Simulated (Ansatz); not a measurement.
The elements of this relaxed trial crystal are hidden behind letters.

```
lattice vectors (Å)
  -1.3159    1.7893    3.9953
   1.3159   -1.7893    3.9953
   1.3159    1.7893   -3.9953
fractional positions
X 0.8314 0.3314 0.5000
X 0.1686 0.6686 0.5000
Z 0.0000 0.0000 0.0000
```

Computed with DFT PBE, scalar-relativistic, plane waves, PAW in Ansatz. Settings of the last relaxation (3-atom cell): 420 eV, 22×22×22 k points, Gaussian smearing of 0.10 eV, no spin polarisation.

| Quantity | Value |
| --- | --- |
| Space group | Immm (No. 71) |
| Conventional cell | a = 2.632 Å, b = 3.579 Å, c = 7.991 Å |
| Volume per atom | 12.54 Å³ |
| Density | 3.10 g/cm³ |
| Formation energy | +0.14 eV/atom |
| Gap on the 22×22×22 mesh of the 3-atom cell | 0 eV (a metal) |

Energies are uncorrected and count from the elements' standard states at the same level.

**Question.** X is a p-block element of period 3 and Z is a p-block element of period 2. Which elements are they?

**Answer.** X = Si, Z = N, so the formula is Si2N. Density times volume gives a mean mass of 3.10 × 12.54/1.6605 = 23.4 u per atom, and this set has 23.4 u. Around Si lie 2 N at 1.88 Å; N is surrounded by 4 Si at 1.88 Å. Other sets within the hints have nearly the same mass, so mass alone doesn't settle it; this one was computed.

An odd number of electrons in the primitive cell allows no gap without spin; a larger cell or a magnetic state could open one. A structure relaxed within its symmetry needn't be a true minimum. Another cell of Si2N relaxed alike, in P2/m, lies 223 meV/atom lower, so this cell isn't the stable form at this level.
